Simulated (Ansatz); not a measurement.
With the program Ansatz at the PBEsol level (PAW), La in the dhcp (α-La type) structure (P6_3/mmc) relaxes to a = 3.649 Å, c = 11.757 Å.

Electronic character: metallic (no gap). Gap from PBEsol with spin–orbit coupling: none (metallic).

The bulk modulus is 26.7 GPa. The relaxed-ion elastic constants in GPa are C11 = 54.8, C12 = 17.2, C13 = 9.2, C33 = 61.1, C44 = 15.7. The elastic constants imply a Debye temperature near 169 K. The highest mode at Γ lies at 81 cm⁻¹.

Symmetry was held in the PBEsol relaxation. As this level gives no gap, shear constants depend on the k-mesh and smearing (Fermi–Dirac, 0.1 eV here). As this level gives no gap, phonon frequencies hold no LO–TO term and depend on the k-mesh and smearing (Fermi–Dirac, 0.1 eV here). Axis ratios of metals converge slowly with the k-mesh, so a and c are less sure than the volume. Scalar-relativistic: spin–orbit coupling is off unless named, which matters more the heavier the elements.

Potentials: the earlier of the program's two PAW sets. The files were generated under PBE; for other functionals the program regenerates the frozen cores, and for LDA and PBEsol the local potential too.
